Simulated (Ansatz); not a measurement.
AlGaN₂:
```yaml
crystal:
  lattice:
    - [3.14673, 0.00000, 0.00000]
    - [-1.57337, 2.72515, 0.00000]
    - [0.00000, 0.00000, 5.09638]
  atoms:
    - { symbol: Al, position: [0.00000, 0.00000, 0.99953] }
    - { symbol: Ga, position: [0.66667, 0.33333, 0.49723] }
    - { symbol: N, position: [0.66667, 0.33333, 0.11253] }
    - { symbol: N, position: [0.00000, 0.00000, 0.62710] }
```

Cartesian axes are those of the cell as given.

Q: Give the proper piezoelectric stress tensor with relaxed ions from plane-wave PAW PBEsol (Ansatz code).

A: In C/m², rows x, y, z, Voigt columns; mesh uncertainty up to 0.00.
```
 0.00   0.00   0.00   0.00   0.33  -0.03
-0.03   0.03   0.00   0.33   0.00   0.00
 0.52   0.52  -1.09   0.00   0.00   0.00
```

The elastic tensor of the same run (GPa):

```
 361   132  98.0   2.1   0.0   0.0
 132   361  98.0  -2.1   0.0   0.0
98.0  98.0   379   0.0   0.0   0.0
 2.1  -2.1   0.0  97.1   0.0   0.0
 0.0   0.0   0.0   0.0  97.1   2.1
 0.0   0.0   0.0   0.0   2.1   114
```

Q: Convert to strain constants d = e·S.

A: In pC/N:
```
 0.0   0.0   0.0   0.0   3.4  -0.3
-0.2   0.2   0.0   3.4   0.0   0.0
 1.8   1.8  -3.8   0.0   0.0   0.0
```

Space group P3m1. The workflow started from a Materials Project entry (that database holds measured and hypothetical structures alike); the Crystallography Open Database copy checked does not list it. With Al and Ga taken as one species the cell has the higher symmetry P6_3mc, so it may be an ordered model of a mixed-site phase. Whether it is the stable phase at ambient conditions was not checked. The PBEsol relaxation kept the symmetry of its start; its stability against distortions is not shown here.

Potentials: the later of the program's two PAW sets.
